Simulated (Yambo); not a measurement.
Yambo run on BeS (zinc blende, space group F-43m, No. 216). The wavefunctions are norm-conserving PBEsol (Quantum ESPRESSO, 88 Ry, no spin-orbit coupling) ones on a 6×6×6 mesh (5 occupied bands); a = 3.422 Å, b = 3.422 Å, c = 3.422 Å, α = 60.00°, β = 60.00°, γ = 60.00°.

Yambo input:

```
rim_cut
gw0
dyson
el_el_corr
HF_and_locXC
ppa
em1d
RandQpts= 1000000
RandGvec= 1 Ry
EXXRLvcs= 88 Ry
VXCRLvcs= 352 Ry
Chimod= "HARTREE"
% BndsRnXp
 2 | 22 |
%
NGsBlkXp= 8 Ry
% LongDrXp
 1.0 | 1.0 | 1.0 |
%
PPAPntXp= 27.2114 eV
% GbndRnge
 1 | 22 |
%
GTermKind= "BG"
DysSolver= "n"
ExtendOut
% QPkrange
 1 | 1 | 5 | 6 |
 13 | 13 | 6 | 6 |
%
```

k points by index: 1 = Γ, 13 = X.

The o-*.qp file then holds:

```
#    K-point    Band    Eo [eV]    E [eV]    E-Eo [eV]    Vxc [eV]    Vnlxc [eV]    Sc|Eo [eV]    Sc|E [eV]    dSc/dw|Eo [eV]    Re(Z)    Im(Z)
#
    1    5    0.000000    -0.889922    -0.889922    -13.60445    -16.54989    1.835914    2.055523    -6.714365    0.802085    -0.001256
    1    6    5.592244    6.663172    1.070927    -11.11524    -5.912476    -3.895335    -4.131834    -6.008574    0.819126    -0.001222
    13    6    2.916091    3.624471    0.708380    -9.542110    -5.245727    -3.444406    -3.588002    -5.515234    0.831474    -0.001146
```
(The two width columns are left out.) Convergence of these settings isn't established.

Geometry relaxed with PBEsol.
